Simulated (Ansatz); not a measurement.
W:
Space group P6₃/mmc (No. 194); a = b = 2.7359 Å, c = 4.8540 Å, α = β = 90.00°, γ = 120.00°

```tsv
atom	site	symmetry	x	y	z
W	2c	-6m2	0.3333	0.6667	0.2500
```

Relaxed at zero pressure with the program Ansatz at the LDA level (PAW).

Q: The volume is lowered by 6 % and shape and atoms relax at that volume. What pressure results, and how do the axes share the change?

A: 21.5 GPa; a -1.8 %, b -1.8 %, c -2.6 %; the energy rises by 60 meV/atom.

Q: Give the new structure.

A: 
Space group P6₃/mmc (No. 194); a = 2.6878 Å, b = 2.6878 Å, c = 4.7274 Å, α = 90.00°, β = 90.00°, γ = 120.00°

```json
[
 {"atom": "W", "site": "2c", "symmetry": "-6m2", "x": "0.3333", "y": "0.6667", "z": "0.2500"}
]
```

The phase is kept; no other phase was compared at this pressure.

Space group P6_3/mmc (hcp (Mg type)). The first step of the workflow began from a Materials Project structure, measured or hypothetical; the Crystallography Open Database copy checked does not list it. It is not the phase usual at ambient conditions (space group No. 229). Symmetry was held in the LDA relaxation; its stability against distortions is not shown here. No spin polarisation was allowed. Axis ratios of metals converge slowly with the k-mesh, so a and c are less sure than the volume. Scalar-relativistic: spin–orbit coupling is off unless named, which matters more the heavier the elements.

Potentials: the earlier of the program's two PAW sets. The files were generated under PBE; for other functionals the program regenerates the frozen cores, and for LDA and PBEsol the local potential too.
